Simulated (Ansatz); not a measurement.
Relaxed Pt (fcc, Cu type):

```yaml
crystal:
  lattice:
    - [3.97027, 0.00000, 0.00000]
    - [0.00000, 3.97027, 0.00000]
    - [0.00000, 0.00000, 3.97027]
  atoms:
    - { symbol: Pt, position: [0.00000, 0.00000, 0.00000] }
    - { symbol: Pt, position: [0.50000, 0.50000, 0.00000] }
    - { symbol: Pt, position: [0.50000, 0.00000, 0.50000] }
    - { symbol: Pt, position: [0.00000, 0.50000, 0.50000] }
```

All values below come from PBE (plane waves to 420 eV, PAW, scalar-relativistic; Ansatz, a program for electronic structure). k mesh 10×10×10 (Γ-centred), Fermi-Dirac smearing 0.05 eV. With partly filled bands, energies and forces of such displacements shift with the k mesh and the smearing. Pt is run without spin polarisation. Pt was relaxed with its symmetry unable to fall. Spin-orbit coupling is left out, though Pt is heavy.

One atom of the cell was then moved (with its periodic images), all else fixed, and the forces (eV/Å) came out as:

```tsv
atom	Fx	Fy	Fz
Pt1	0.000	0.000	-1.346
Pt2	0.000	0.000	-1.346
Pt3	0.000	0.000	2.565
Pt4	0.000	0.000	0.127
```

Task: Which atom was moved, and by which vector (Å)?

Result: Pt3, by (0.00, 0.00, -0.22), 0.22 Å in all.

(For displaced atoms, the force is minus the slope of the energy, and its curvature is a force constant, which sets phonon frequencies.)
